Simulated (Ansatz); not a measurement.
All numbers below come from DFT PBE, scalar-relativistic, plane waves, PAW (Ansatz 0.2.0). Settings of the last relaxation (5-atom cell): 420 eV, 8×8×4 k points, Gaussian smearing of 0.02 eV, no spin polarisation.

Energies over the elements count from the elements' standard structures at the same level, with no fitted energy shifts.

**Question.** Propose a candidate for a monoclinic wide-gap insulator made of Be, Li and S, with a gap near 3.4 eV, a formation energy near −1.13 eV/atom and a density near 1.98 g/cm³, in a cell of 5 atoms. Its symmetry should be Cm (No. 8).

**Answer.** Li2BeS2, space group Cm (No. 8). Around Li on its first site lie 4 S at 2.22–2.31 Å, 3 Be at 2.64 Å and 3 Li at 2.85–2.88 Å; around Li on its second site lie 3 S at 2.51–2.52 Å, 3 S at 2.84–2.98 Å and 3 Li at 2.85–2.88 Å; Be is surrounded by 1 S at 2.13 Å, 3 S at 2.27 Å and 3 Li at 2.64 Å; S on its first site has 3 Be at 2.27 Å, 1 Li at 2.31 Å, 2 Li at 2.84 Å and 1 Li at 2.98 Å; 1 more site not described.

```
CELL_PARAMETERS angstrom
3.21801 -1.84884 0.00000
3.21801 1.84884 0.00000
-0.10978 0.00000 6.14796
ATOMIC_POSITIONS crystal
Li 0.06843 0.06843 0.42431
Li 0.40936 0.40936 0.73347
Be 0.73160 0.73160 0.17221
S 0.06219 0.06219 0.04855
S 0.73749 0.73749 0.51841
```

- Volume per atom: 14.63 Å³
- Density: 1.98 g/cm³
- Energy over the elements: −1.130 eV/atom
- Gap on the 8×8×4 mesh of the 5-atom cell: 3.43 eV

The cell was found from a structure generator's guess, not taken from experiment. Other answers may fit too; this one was computed.

Kohn–Sham gaps at this level usually fall short of measured ones. The reference form of S is held partly by dispersion forces, which this level lacks. This cell was reached by moving the atoms of another relaxed cell at random and relaxing again, last within the group found; it had no such test of its own.
